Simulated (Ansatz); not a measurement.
Relaxation of a generated cell, As built in the lonsdaleite structure type; 4 atoms in the cell, which starts as P6₃/mmc (No. 194), hP4; a = b = 3.895 Å, c = 6.497 Å, α = β = 90.00°, γ = 120.00°. Level of theory: r2SCAN (plane waves to 500 eV, PAW, scalar-relativistic; Ansatz, a first-principles code). Γ-centred k-mesh 7×7×4 on the run's cell (coarser than for final values), Fermi–Dirac smearing 0.05 eV. This is the first round of the run. 

The optimiser's lines from the output (shortened; P is positive under compression):

```
relax step   1: F+E_penalty+E_count = -19455.45058305 eV  Δ(F+E_penalty+E_count) = +0.000e0 eV  max|allowed force component| = 5.657e-1 eV/Å  Δτ_max = 0.0000 Å  P = +22.762 GPa  Ω = 85.368 Å³  (7 SCF iters, dr2 threshold 1.00e-7 eV, accepted)
relax step   2: F+E_penalty+E_count = -19456.65985250 eV  Δ(F+E_penalty+E_count) = -1.209e0 eV  max|allowed force component| = 4.207e-1 eV/Å  Δτ_max = 0.0053 Å  P = +9.160 GPa  Ω = 97.715 Å³  (6 SCF iters, dr2 threshold 4.00e-7 eV, accepted)
relax step   3: F+E_penalty+E_count = -19457.03766216 eV  Δ(F+E_penalty+E_count) = -3.778e-1 eV  max|allowed force component| = 1.681e-1 eV/Å  Δτ_max = 0.0173 Å  P = +1.892 GPa  Ω = 108.290 Å³  (6 SCF iters, dr2 threshold 4.00e-7 eV, accepted)
relax step   4: F+E_penalty+E_count = -19457.07014847 eV  Δ(F+E_penalty+E_count) = -3.249e-2 eV  max|allowed force component| = 8.090e-2 eV/Å  Δτ_max = 0.0020 Å  P = +0.188 GPa  Ω = 111.538 Å³  (5 SCF iters, dr2 threshold 4.00e-7 eV, accepted)
relax step   5: F+E_penalty+E_count = -19457.15489775 eV  Δ(F+E_penalty+E_count) = -8.475e-2 eV  max|allowed force component| = 1.630e-1 eV/Å  Δτ_max = 0.0423 Å  P = -1.315 GPa  Ω = 113.784 Å³  (5 SCF iters, dr2 threshold 4.00e-7 eV, accepted)
relax step   6: F+E_penalty+E_count = -19457.28452091 eV  Δ(F+E_penalty+E_count) = -1.296e-1 eV  max|allowed force component| = 6.483e-2 eV/Å  Δτ_max = 0.0423 Å  P = -1.914 GPa  Ω = 113.837 Å³  (6 SCF iters, dr2 threshold 4.00e-7 eV, accepted)
relax step   7: F+E_penalty+E_count = -19457.36311229 eV  Δ(F+E_penalty+E_count) = -7.859e-2 eV  max|allowed force component| = 8.232e-2 eV/Å  Δτ_max = 0.0391 Å  P = -2.539 GPa  Ω = 113.133 Å³  (6 SCF iters, dr2 threshold 4.00e-7 eV, accepted)
relax step   8: F+E_penalty+E_count = -19457.44462767 eV  Δ(F+E_penalty+E_count) = -8.152e-2 eV  max|allowed force component| = 2.928e-2 eV/Å  Δτ_max = 0.0416 Å  P = -1.181 GPa  Ω = 107.450 Å³  (5 SCF iters, dr2 threshold 4.00e-7 eV, accepted)
relax step   9: F+E_penalty+E_count = -19457.45480477 eV  Δ(F+E_penalty+E_count) = -1.018e-2 eV  max|allowed force component| = 1.134e-1 eV/Å  Δτ_max = 0.0264 Å  P = -0.082 GPa  Ω = 104.016 Å³  (5 SCF iters, dr2 threshold 4.00e-7 eV, accepted)
relax step  10: F+E_penalty+E_count = -19457.45766126 eV  Δ(F+E_penalty+E_count) = -2.856e-3 eV  max|allowed force component| = 2.370e-3 eV/Å  Δτ_max = 0.0162 Å  P = -0.012 GPa  Ω = 104.586 Å³  (4 SCF iters, dr2 threshold 4.00e-7 eV, accepted)
relax step  11: F+E_penalty+E_count = -19457.45767157 eV  Δ(F+E_penalty+E_count) = -1.031e-5 eV  max|allowed force component| = 4.795e-4 eV/Å  Δτ_max = 0.0002 Å  P = +0.002 GPa  Ω = 104.546 Å³  (3 SCF iters, dr2 threshold 5.72e-9 eV, accepted)
relax step  12: F+E_penalty+E_count = -19457.46284277 eV  Δ(F+E_penalty+E_count) = -5.171e-3 eV  max|allowed force component| = 3.306e-4 eV/Å  Δτ_max = 0.0000 Å  P = +0.034 GPa  Ω = 104.546 Å³  stress off target by 5.32e-2 GPa  SCF on the basis re-selected at this cell (its energy is not comparable with the rows above)  (6 SCF iters)
relax step  13: F+E_penalty+E_count = -19457.46284708 eV  Δ(F+E_penalty+E_count) = -4.303e-6 eV  max|allowed force component| = 3.356e-5 eV/Å  Δτ_max = 0.0000 Å  P = +0.002 GPa  Ω = 104.611 Å³  (4 SCF iters, dr2 threshold 7.07e-9 eV, accepted)
relax step  14: F+E_penalty+E_count = -19457.46285844 eV  Δ(F+E_penalty+E_count) = -1.137e-5 eV  max|allowed force component| = 3.620e-5 eV/Å  Δτ_max = 0.0000 Å  P = +0.002 GPa  Ω = 104.611 Å³  stress off target by 2.38e-3 GPa  SCF on the basis re-selected at this cell (its energy is not comparable with the rows above)  (4 SCF iters)
```

From the first to the last row the energy changes by -0.50 eV/atom and the volume by +22.5 %. The last row is marked as not comparable with the walk above it, whose basis was carried along; it does compare with step 1, since both stand on a basis selected at the nominal cutoff for their own cell.

Later rounds, restarted from the end of this one on a renewed k-mesh, logged 11 more steps and released under 0.01 eV/atom more. The final structure after all rounds: P6₃/mmc (No. 194), hP4; a = b = 4.586 Å, c = 5.743 Å, α = β = 90.00°, γ = 120.00°. Between re-selections the logged energies stand on a plane-wave basis carried along with the cell. No spin polarisation in the result.

The run could not lower the symmetry of its start; a shaken copy of this end point relaxes with r2SCAN to P2₁/m (No. 11), 0.19 eV/atom lower.

The relaxed structure here is a generated cell of As: the first start was made by placing the elements on the sites of a structure type, and the end was not matched to a known phase here, so it may be hypothetical. Known forms of As include space group No. 166.
